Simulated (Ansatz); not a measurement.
# IrPt2F6: settings compared (Ansatz)

Input:

```yaml
crystal:
  lattice:
    - [2.58735, 4.481421, 0.0]
    - [-2.58735, 4.481421, 0.0]
    - [0.0, 0.0, 4.154023]
  atoms:
    - { symbol: Ir, position: [0.0, 0.0, 0.5] }
    - { symbol: Pt, position: [0.6667, 0.6666, 0.20338] }
    - { symbol: Pt, position: [0.3333, 0.3334, 0.79662] }
    - { symbol: F, position: [0.15652, 0.15648, 0.2798] }
    - { symbol: F, position: [0.687, 0.15652, 0.2798] }
    - { symbol: F, position: [0.15648, 0.687, 0.2798] }
    - { symbol: F, position: [0.313, 0.84352, 0.7202] }
    - { symbol: F, position: [0.84352, 0.84348, 0.7202] }
    - { symbol: F, position: [0.84348, 0.313, 0.7202] }
  symmetry: { tolerance: 0.0003 }
kpoints:
  mp_grid: { grid: [4, 4, 4], shift: [0, 0, 0] }
magnetization:
  spin_polarized: false
scf:
  occupations: { method: fermi_dirac, width: 0.0167 }
hamiltonian:
  pseudopotentials: { kind: paw }
  xc: pbe
basis:
  ecutwfc: 420
output:
  forces: true
  stress: true
  eigenvalues: true
  write_density: true
  write_potential: true
  elf: true
  volumetric_format: npy
```

The command:

```bash
ansatz run input.yaml --threads 1 --pin off --max-ram 2560MiB --backend cpu --events-out ev --progress --plain --runs-dir out
```

Origin of the cell: a known structure type with other elements, at an estimated volume, so it need not be a known compound.

Output of this run (shortened):

```
Warning: the atoms were moved onto the symmetric positions of the space group found under crystal.symmetry.tolerance 3.0e-4 (fractional; no operation is sought that the atoms, as they stand i […]
Pseudopotentials: kind: paw
Pseudopotential: Ir, paw, valence charge 17, recommended cutoff 420 eV (normal), Ir.paw.azcp
Pseudopotential: Pt, paw, valence charge 18, recommended cutoff 420 eV (normal), Pt.paw.azcp
Pseudopotential: F, paw, valence charge 7, recommended cutoff 420 eV (normal), F.paw.azcp
Functional definition: PBE
  exchange = pbe_x(kappa = kappa, mu = beta*pi^2/3)
  correlation = pbe_c(beta = beta)
Crystal: 9 atoms, lattice volume = 96.332 Å³
Basis set: ecut = 420 eV, 1867 PW (Γ), exchange–correlation on 72×72×60 points (8 copies of the dense FFT grid, shifted against one another)
Bands: 57, of which v1, the nominal top of the filled ones, is band 48 counted from 1 (47 counted from 0)
Symmetry: 12 space group operations
[… 8 lines left out …]
Initial density: superposition of atomic densities (neutral atoms: chi_scale 0, normalization atom), corrected by the library's trained network
Functional: x = pbe(κ = 0.804, μ = 0.219515), c = pbe(β = 0.066725)
SCF iter   1: F=—  HF=-41808.687661 eV  Δρ=2.55e-2  dr2=9.28e-1
SCF iter   2: F=—  HF=-41808.625397 eV  Δρ=8.62e-3  dr2=1.59e-1  defer=10
SCF iter   3: F=—  HF=-41808.615174 eV  Δρ=2.71e-3  dr2=1.13e-2  defer=31
SCF iter   4: F=—  HF=-41808.613937 eV  Δρ=6.18e-4  dr2=6.36e-4  defer=31
SCF iter   5: F=—  HF=-41808.613908 eV  Δρ=2.24e-4  dr2=5.81e-5  defer=31
SCF iter   6: F=—  HF=-41808.614004 eV  Δρ=8.08e-5  dr2=1.02e-5  defer=31
SCF iter   7: F=—  HF=-41808.614005 eV  Δρ=3.28e-5  dr2=1.49e-6  defer=31
SCF iter   8: F=-41808.614006 eV  HF=-41808.614006 eV  Δρ=8.88e-6  dr2=8.62e-8
SCF 1 converged in 8 iterations: F = -41808.614006 eV  dr2 = 8.62e-8
SCF converged after 8 iterations
Free energy (F): -41808.614006 eV
Harris-Foulkes:  -41808.614006 eV  (|F-HF|=6.61e-9)
Internal energy: -41808.601232 eV  (E = F + TS)
E sigma→0 (E₀):  -41808.607619 eV
Entropy (-TS):   -0.012774 eV (-1.419 meV/atom)
Fermi energy:    14.179586 eV
--- Per-component energies (eV) ---
  E_band       = -771.851959
  E_kinetic    = 3192.111844
  E_local      = -8671.235376  (includes V_loc(G=0)·N_el)
  E_nonlocal   = 938.591544
  E_hartree    = 3252.926165
  E_xc         = -1269.806251
  E_vxc        = -1519.048154  (∫ρ·V_xc dr)
  E_paw        = -29347.188137  (= ΣΔE_a)
  E_vpaw       = -1218.132506  (= ΣTr[D̂ρ^β])
  E_aug_tail   = 0.013124  (compensation charges beyond the density's cutoff)
  E_ewald      = -9904.014143
  E_smearing   = -0.012774  (= −TS)
  Σ components = -41808.614006   (vs F -41808.614006, Δ=0.00e0)
--- Forces (eV/Å), atoms counted from 1 ---
  atom   1  Ir     0.000000     0.000000     0.000000
  atom   2  Pt     0.000000    -0.000000    -0.648169
  atom   3  Pt     0.000000     0.000000     0.648169
  atom   4  F      0.000000    10.053002    -6.392581
  atom   5  F     -8.706155    -5.026501    -6.392581
  atom   6  F      8.706155    -5.026501    -6.392581
  atom   7  F      8.706155     5.026501     6.392581
  atom   8  F      0.000000   -10.053002     6.392581
  atom   9  F     -8.706155     5.026501     6.392581
  max |Σ_I F_I| component: 0.00e0 eV/Å
--- Stress (GPa, compression-positive) ---
       94.578800      -0.000000       0.000000
       -0.000000      94.578800      -0.000000
       -0.000000      -0.000000      80.414040
  P = ⅓ Tr σ = 89.8572 GPa (898.572 kbar)
```

The same input was run again with these changes:

1. `hamiltonian.pseudopotentials` { kind: paw } → { kind: nc, accuracy: standard }; `scf.mixing.algorithm` default → broyden; `scf.mixing.beta` default → 0.9
2. `scf.occupations.method` fermi_dirac → methfessel_paxton; `scf.occupations.width` 0.0167 → 0.001; `hamiltonian.xc` pbe → r2scan
3. `scf.occupations.method` fermi_dirac → cold; `scf.occupations.width` 0.0167 → 0.05
4. `scf.mixing.preconditioner` default → ldos

| run | end | SCF iterations | P (GPa) | max force component (eV/Å) | moment (μB) | ΔE(σ→0) (meV/atom) |
| --- | --- | --- | --- | --- | --- | --- |
| base | converged | 8 | 89.86 | 10.053 | – | 0 |
| 1 | converged | 14 | 95.99 | 10.859 | – | – |
| 2 | converged | 11 | 84.11 | 10.059 | – | – |
| 3 | converged | 8 | 89.82 | 10.049 | – | 0.01 |
| 4 | converged | 10 | 89.86 | 10.053 | – | 0.00 |

Energies are compared only where functional, datasets, charge and starting cell are the same.

Caveats of the base run: no moments, though an odd count or open d shells may carry them; no spin-orbit coupling, though heavy elements are present; the given cell is far from equilibrium, with atoms too close or a volume far off; the k mesh is coarse if the cell is a metal.

Run 1: the cutoff lies below the datasets' advice.
Run 2: the cutoff lies below the datasets' advice.

The base run ran for 4.9 s on 1 thread of Arm Neoverse V2, with other jobs on the host, peak memory 0.38 GiB, from the program's own first density.
